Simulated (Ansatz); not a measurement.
CdTe:
```xyz
2
Lattice="0.0000 3.2445 3.2445 3.2445 0.0000 3.2445 3.2445 3.2445 0.0000" Properties=species:S:1:pos:R:3 pbc="T T T"
Te     4.8668     4.8668     4.8668
Cd     0.0000     0.0000     0.0000
```

PBEsol in the plane-wave PAW code Ansatz gives a gap of 0.65 eV without spin–orbit coupling, maximum at Γ, minimum at Γ.

Q: What happens when spin–orbit coupling is switched on?

A: The gap falls by 0.27 eV, to 0.38 eV; maximum at Γ, minimum at Γ.

Q: How large is the spin–orbit splitting of the valence top at Γ?

A: The fourfold level lies 0.87 eV above the split-off pair.

Q: Give the electron effective mass with spin–orbit coupling.

A: 0.041 mₑ (isotropic).

Space group F-43m (zinc blende). The PBEsol relaxation kept the symmetry of its start.

Potentials: the later of the program's two PAW sets.
